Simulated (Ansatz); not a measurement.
Input and command of a plane-wave DFT calculation in Ansatz:

```yaml
crystal:
  lattice:
    - [0.0, 2.738414844, 3.2860978129]
    - [2.738414844, 0.0, 3.2860978129]
    - [2.738414844, 2.738414844, 0.0]
  atoms:
    - { symbol: Mn, position: [0.0, 0.0, 0.0], spin: 4.8 }
    - { symbol: Se, position: [0.75, 0.75, 0.75] }
basis:
  ecutwfc: 500
kpoints:
  mp_grid: { grid: [12, 12, 12] }
hamiltonian:
  xc: r2scan
scf:
  occupations: { method: gaussian, width: 0.05 }
output:
  forces: true
  stress: true
  eigenvalues: true
  populations: true
magnetization:
  spin_polarized: true
```

```bash
ansatz run input.yaml --threads 1 --pin off --max-ram 2560MiB --backend cpu --events-out ev --progress --plain --runs-dir out
```

Processor: Arm Neoverse V1, 1 thread, on a host shared with other jobs.

**Question.** Estimate time, memory and problem size.

**Answer.** About 2.1 min on 1 thread of Arm Neoverse V1, with other jobs on the host, peak memory 0.79 GiB. It solves 22 bands at 163 k points (the mesh reduced by symmetry) with about 1239 plane waves, in 13 SCF iterations.
